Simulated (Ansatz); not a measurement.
Sn2Au (cubic Laves (MgCu2 type), Fd-3m) under volume change, r²SCAN in the plane-wave PAW code Ansatz, scaled uniformly.

```tsv
V (Å³/atom)	E − E(relaxed) (meV/atom)	P (GPa)
23.704	42.9	6.45
24.486	17.9	3.90
25.267	4.2	1.77
26.049	0.0	0.00
26.830	3.7	-1.47
27.612	…	…
28.393	…	…
```

Problem. Complete the blanks.

Solution. 
- 28.393, E − E(relaxed) (meV/atom): 29.7
- 28.393, P (GPa): -3.72
- 27.612, E − E(relaxed) (meV/atom): 14.0
- 27.612, P (GPa): -2.70

Problem. What does a third-order Birch–Murnaghan fit give for V₀, B₀ and B′?

Solution. V₀ = 26.05 Å³/atom, B₀ = 53.8 GPa, B′ = 5.1.

The cell is a constructed one: a structure type filled with these elements; neither database checked (COD, Materials Project) lists it. COD files the formula under space group No. 61. Its standing as an ambient phase is unchecked. Symmetry was held in the r²SCAN relaxation; whether a distortion lowers the energy is not shown. Scalar-relativistic: spin–orbit coupling is off unless named, which matters more the heavier the elements.

Potentials: the earlier of the program's two PAW sets.
